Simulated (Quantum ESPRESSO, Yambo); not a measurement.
Be₃N₂ (space group P6_3/mmc, No. 194): static response along x against the Γ-centred k mesh (Yambo on LDA (Quantum ESPRESSO, PseudoDojo norm-conserving, 88 Ry, scalar-relativistic) bands; 61 bands, 3 Ry block). The smallest direct LDA gap is 4.69 eV. Axes are Cartesian, with cell vectors (Å) (2.84, 0.00, 0.00), (-1.42, 2.46, 0.00), (0.00, 0.00, 9.75).

| k mesh | ε(0), independent particles | ε(0), RPA with local fields |
|---|---|---|
| 6×6×1 | 4.64 | 4.42 |
| 6×6×2 | 4.67 | 4.44 |
| 12×12×4 | [?] | [?] |

Problem. What does the densest mesh give?

Solution. 
- 12×12×4, ε(0), independent particles: 4.62
- 12×12×4, ε(0), RPA with local fields: 4.39

The last step changes the RPA value by 1.2 %. Electronic response only; costs are rough.

Geometry of the Materials Project entry, not relaxed at this level; primitive cell a = b = 2.842 Å, c = 9.747 Å, α = β = 90.00°, γ = 120.00°.

The structure is a Materials Project entry; no match was found in the copy of COD used, and its stability was not checked.
